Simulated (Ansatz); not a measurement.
Ti$_{5}$Si in space group R32 (No. 155; Ti on 6c, Ti on 9d, Si on 3b) under volume change, plane-wave PAW PBEsol (Ansatz code), shape and atoms relaxed at each volume.

| V (Å³/atom) | E − E(relaxed) (meV/atom) | P (GPa) |
|---|---|---|
| 14.327 | 59.7 | 14.51 |
| 14.799 | 25.2 | 8.99 |
| 15.271 | 6.0 | 4.18 |
| 15.744 | 0.0 | 0.00 |
| 16.216 | 5.5 | -3.63 |
| 16.688 | 20.9 | -6.78 |
| 17.160 | 45.0 | -9.50 |

**Question.** What does a third-order Birch–Murnaghan fit give for V₀, B₀ and B′?

**Answer.** V₀ = 15.74 Å³/atom, B₀ = 129 GPa, B′ = 3.7.

The first step of the workflow began from a Materials Project structure, measured or hypothetical; the Crystallography Open Database copy checked does not list it. Whether it is the stable phase at ambient conditions was not checked. Symmetry was held in the PBEsol relaxation; of distortions, only those at the zone centre were tested. No spin polarisation was allowed.

Potentials: the later of the program's two PAW sets.
